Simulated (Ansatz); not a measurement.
Relaxed-ion elastic tensor of Mg (hcp (Mg type), P6_3/mmc) in GPa (Voigt order), LDA in the plane-wave PAW code Ansatz; density 1.87 g/cm³, 21.60 Å³ per atom.

```
66.8  27.9  23.5   0.0   0.0   0.0
27.9  66.8  23.5   0.0   0.0   0.0
23.5  23.5  75.7   0.0   0.0   0.0
 0.0   0.0   0.0  20.2   0.0   0.0
 0.0   0.0   0.0   0.0  20.2   0.0
 0.0   0.0   0.0   0.0   0.0  19.5
```

**Question.** Is the crystal mechanically stable?

**Answer.** Yes: the smallest eigenvalue of C is 19.5 GPa.

**Question.** Work out the Voigt, Reuss and Hill averages.

**Answer.** K_V = 39.9, K_R = 39.9, K_H = 39.9; G_V = 21.0, G_R = 20.7, G_H = 20.9 GPa.

**Question.** Give Young's modulus, Poisson's ratio, Pugh's ratio and the universal anisotropy index.

**Answer.** E = 9KG/(3K + G) = 53.3 GPa; ν = 0.28; K/G = 1.91 (ductile by the Pugh limit of 1.75); A_U = 5G_V/G_R + K_V/K_R − 6 = 0.05.

**Question.** Estimate the sound speeds and the Debye temperature.

**Answer.** v_l = √((K + 4G/3)/ρ) = 6020 m/s, v_t = √(G/ρ) = 3340 m/s, mean 3720 m/s; Θ = (h/k)(3n/4πV)^(1/3) v_m = 398 K.

**Question.** Solve the Christoffel equation for the three sound speeds along x, y, z.

**Answer.** Eigenvalues of C_ijkl n_j n_l equal ρv². In km/s, slowest first: x 3.23, 3.29, 5.98; y 3.23, 3.29, 5.98; z 3.29, 3.29, 6.37.

**Question.** How much does each axis shrink under pressure?

**Answer.** Linear compressibilities β_i = Σ_j S_ij (j = 1 to 3): x 8.6, y 8.6, z 7.9 per TPa.

Symmetry was held in the LDA relaxation; of distortions, only those at the zone centre were tested. As this level gives no gap, shear constants depend on the k-mesh and smearing (Fermi–Dirac, 0.1 eV here). On the denser mesh and wider smearing of the elastic run this cell carries a stress of 0.5 GPa.

Potentials: the earlier of the program's two PAW sets.
